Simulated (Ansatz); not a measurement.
## AlCo (Pm-3m) as a metal

```
CELL_PARAMETERS angstrom
2.79425 0.00000 0.00000
0.00000 2.79425 0.00000
0.00000 0.00000 2.79425
ATOMIC_POSITIONS crystal
Al 0.00000 0.00000 0.00000
Co 0.50000 0.50000 0.50000
```

Conventional cell: a = 2.794 Å, b = 2.794 Å, c = 2.794 Å, α = 90.00°, β = 90.00°, γ = 90.00°. Al (atom 1) is surrounded by 8 Co at 2.42 Å. Co (atom 2) is surrounded by 8 Al at 2.42 Å.

Unless marked otherwise, the numbers come from LDA, all-electron LAPW in Ansatz 0.2.0, scalar-relativistic. k mesh 12×12×12, fine mesh 20×20×20, Fermi-Dirac smearing of 0.080 eV, basis error target 1 meV/atom. The cell was relaxed by PAW under this functional. This phase needn't be the one found at ambient conditions.

Levels and slopes are solved on a 20×20×20 mesh, and each state is taken as quadratic over its cell.

(1) What is the density of states at the Fermi level, and which bare Sommerfeld coefficient follows?

(2) What Drude plasma energy and σ/τ do the band velocities give?

(3) Which bands cross the Fermi level, and what do they carry?

(4) Map the plane k₃ = 1/2 of the mesh: how many bands lie under the Fermi level at each point, counted from the least on the plane?

(5) Tabulate the nesting function ξ(q) = Σ δ(ε_k) δ(ε_k+q) on the lines that the mesh holds, over its zone mean.

(6) On PAW files the program sums the optical response inside the mesh cells, interband lines and its own Drude term. Where does ε₁ rise through zero (a sharp plasmon if ε₂ is small there), and how much light is reflected?

(7) What does PAW give for the same cell?

## Answers

(1) N(E_F) = 0.32 states/eV/atom (both spins), so γ = (π²/3) k_B² N(E_F) = 0.753 mJ/(mol-atom K²) without electron-phonon or spin-fluctuation enhancement.

(2) (ħω_p,α)² = (e²/ε₀VN_k) Σ_nkσ (∂E/∂k_α)² δ(E − E_F) gives ħω_p = (4.01, 4.01, 4.01) eV along x, y, z, and σ/τ = ε₀ω_p² = 3.29×10²⁰ Ω⁻¹m⁻¹s⁻¹ along x. Weighted by the density of states, the mean Fermi speed is 0.379×10⁶ m/s; the surface has an area of 9.06 Å⁻² for each spin direction.

(3) 

```json
{"band": "1", "filled part": "0.95", "N (states/eV/cell)": "0.122", "speed (10⁶ m/s)": "0.849", "5th to 95th percentile": "0.63 to 1.19", "area (Å⁻²)": "3.88", "filling": "nearly full"}
{"band": "2", "filled part": "0.05", "N (states/eV/cell)": "0.517", "speed (10⁶ m/s)": "0.268", "5th to 95th percentile": "0.13 to 0.45", "area (Å⁻²)": "5.18", "filling": "nearly empty"}
```

(4) k₁ runs to the right and k₂ upwards, each from −½ to ½ with 0 in the middle (the axes needn't be at right angles):
```
00000022222222200000
00000111222221110000
00000111122211110000
00001111111111111000
00111111111111111110
22111111111111111112
22111111111111111112
22211111111111111122
22221111111111111222
22221111111111111222
22221111111111111222
22211111111111111122
22111111111111111112
22111111111111111112
00111111111111111110
00001111111111111000
00000111122211110000
00000111222221110000
00000022222222200000
00000022222222200000
```

(5) The deltas are Gaussians of 0.1 to 0.2 eV, set by mesh and band speed, and are averaged over mesh cells, which smears them further. ξ grows towards q = 0 in any metal, and zigzags from point to point can be the mesh's; no second mesh was run.

* Fine mesh: 20, 20, 20

```
   line  part  nesting
Gamma-X   0.2    2.898
Gamma-X   0.4    1.717
Gamma-X   0.6     1.65
Gamma-X   0.8     1.52
Gamma-X     1     1.16
    X-M     0     1.16
    X-M   0.2    1.288
    X-M   0.4    1.002
    X-M   0.6     1.12
    X-M   0.8    2.009
    X-M     1    3.098
M-Gamma     0    3.098
M-Gamma   0.2    1.807
M-Gamma   0.4    1.151
M-Gamma   0.6    1.404
M-Gamma   0.8    2.465
Gamma-R   0.2    2.194
Gamma-R   0.4   0.3424
Gamma-R   0.6  0.07876
Gamma-R   0.8   0.4949
Gamma-R     1   0.7613
    R-X     0   0.7613
    R-X   0.2   0.6084
    R-X   0.4   0.4942
    R-X   0.6   0.7051
    R-X   0.8   0.9135
    R-X     1     1.16
    R-M     0   0.7613
    R-M   0.2   0.6989
    R-M   0.4   0.7536
    R-M   0.6   0.9328
    R-M   0.8    1.726
    R-M     1    3.098
```

(6) 

```json
{
  "Fine mesh": "20, 20, 20",
  "Window top": "20 eV",
  "Line width": "0.1 eV",
  "Drude damping": "0.03 eV",
  "ε₁ rises through zero at x": "2.16, 3.33, 5.62 eV",
  "ε₂ there x": "12.68, 6.27, 9.47",
  "Plasma energy (x, y, z)": "4.238, 4.238, 4.238 eV",
  "Reflectivity at 1 eV, x-polarised": "0.6214",
  "Reflectivity at 2 eV, x-polarised": "0.5208",
  "Reflectivity at 3 eV, x-polarised": "0.4278"
}
```

The plasma energy here is the program's own sum at the run's smearing; it differs from the value above by up to 6 %, through mesh and smearing.

(7) N(E_F) = 0.319 states/eV/atom and ħω_p,x = 4.01 eV.

Caveats: these sums move with the mesh, by several per cent and more for small sheets; frozen-core PAW files fitted under PBE, their cores solved anew for the functional of the run.
